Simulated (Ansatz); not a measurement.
## Calculated ⁵⁷Fe Mössbauer parameters for Cs₄Fe₂O₅

Cell: a Materials Project structure (computed, not necessarily an observed phase), taken as it stands.

```
Cs Fe O
1.0
     3.72357   -9.08540    0.00000
     3.72357    9.08540    0.00000
    -2.22020    0.00000    7.38531
Cs Fe O
8 4 10
Cartesian
  2.0584 -0.6541 5.5390
  3.1685 0.6541 1.8463
  2.0584 -8.7513 5.5390
  3.1685 8.7513 1.8463
  3.5106 3.2590 4.5466
  0.6062 3.2590 6.5314
  1.7163 -3.2590 2.8387
  4.6207 -3.2590 0.8539
  2.8377 6.2292 6.6654
  1.2791 6.2292 4.4125
  2.3892 -6.2292 0.7199
  3.9478 -6.2292 2.9728
  3.1893 6.3537 4.7558
  0.9275 6.3537 6.3221
  2.0376 -6.3537 2.6295
  4.2994 -6.3537 1.0632
  1.8618 -4.5427 0.0000
  0.7517 4.5427 3.6927
  3.2260 1.4669 7.1387
  0.8909 1.4669 3.9392
  2.0010 -1.4669 0.2466
  4.3361 -1.4669 3.4461
```

Sites (sets of like atoms) are named by element and the number of their first atom in this list.

The numbers come from a DFT calculation in Ansatz (PBE+U (U = 4.0 eV on Fe d), plane waves and PAW, scalar-relativistic, collinear spin, 420 eV cutoff, Γ-centred 3×3×3 k-points, Fermi–Dirac smearing 0.02 eV). Start moments as typed (μB): 0 0 0 0 0 0 0 0 -5 5 5 -5 0 0 0 0 0 0 0 0 0 0 by atom. The program fits them to the shells of the files, so those used differ somewhat.

Isomer shifts (against α-Fe) follow from the electron density at the nucleus, δ = α(ρ − ρ₀), with α = -0.366 mm s⁻¹ a₀³ and ρ₀ = 14904.00 a₀⁻³ from a line fitted to 10 measured compounds at this level of theory (rms miss 0.11 mm/s). ΔE_Q = ½eQV_zz(1 + η²/3)^½ with Q = 0.160 b for the 14.4 keV state. B_c is the Fermi-contact field along the atom's own moment; orbital and dipolar fields are not included.

Task: What would the ⁵⁷Fe spectrum's parameters be?

Result: 

```tsv
site	atoms	first shell	ρ − ρ₀ (a₀⁻³)	δ (mm/s)	ΔE_Q (mm/s)	η	|m| (μB)	B_c (T)
Fe	9, 10, 11, 12	4 O at 1.82–1.95 Å	-0.35	0.13	-1.36	0.99	3.51	-26.5
```



The largest force is 0.4 eV/Å, so the atoms aren't at the calculated equilibrium and relaxing them would move these values. With these PAW files V_zz is typically within 2 to 3 % of all-electron values, but misses above 10 % occur on Fe. The magnetic order is the one that the run reached from its start moments, not necessarily the measured one. Semilocal functionals underestimate the core's spin polarisation, so contact fields of ionic iron come out too small in magnitude.
